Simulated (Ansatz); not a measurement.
A trial cell of Ga₃N₄, before relaxation:

```cif
data_structure
_symmetry_space_group_name_H-M 'P-43m'
_symmetry_Int_Tables_number 215
_cell_length_a 4.7347
_cell_length_b 4.7347
_cell_length_c 4.7347
_cell_angle_alpha 90.000
_cell_angle_beta 90.000
_cell_angle_gamma 90.000
_cell_volume 106.14
loop_
_atom_site_label
_atom_site_type_symbol
_atom_site_symmetry_multiplicity
_atom_site_Wyckoff_symbol
_atom_site_fract_x
_atom_site_fract_y
_atom_site_fract_z
_atom_site_occupancy
Ga1 Ga 3 d 0.00000 0.00000 0.50000 1
N1 N 4 e 0.28429 0.71571 0.28429 1
```

These are results of Ansatz 0.2.0, DFT PBE, scalar-relativistic, plane waves, PAW, not measurements. Cutoff 420 eV, Gaussian smearing, Γ-centred meshes. Cell and atoms relax first on a coarse mesh and then on a finer one. In between, the cell is made exact in the group found at 0.06 Å. In metals the finer mesh still leaves noise of several meV/atom or more. The steps can't lower the symmetry of their start. No spin polarisation.

A guess keeps its type if space group and coordination stay and the shape of the cell changes little (axis ratios within about 15 %, angles within 6°); the volume may change.

**Question.** Does it keep its structure type, or change into something else?

**Answer.** It keeps its type. The symmetry stays P-43m (No. 215). The volume per atom shrinks by 10.0 %, from 15.2 to 13.6 Å³. The shortest distance goes from 2.16 Å (Ga–N) to 1.93 Å (Ga–N). Counting neighbours within 15 % of an atom's shortest distance, the start has Ga 4, N 3 and the end Ga 4, N 3.

Energies over the elements count from the elements' standard structures at the same level (N₂ as a molecule), with no fitted energy shifts.

**Question.** At what energy does it end?

**Answer.** +0.52 eV/atom. A positive value: parting into the elements would lower its energy.

The last run used an 8×8×8 mesh for its 7-atom cell and Gaussian smearing of 0.10 eV. An odd number of electrons in the primitive cell allows no gap without spin; a larger cell or a magnetic state could open one. The cell is a metal run without spin; a magnetic state may lie lower. A structure relaxed within its symmetry needn't be a true minimum.
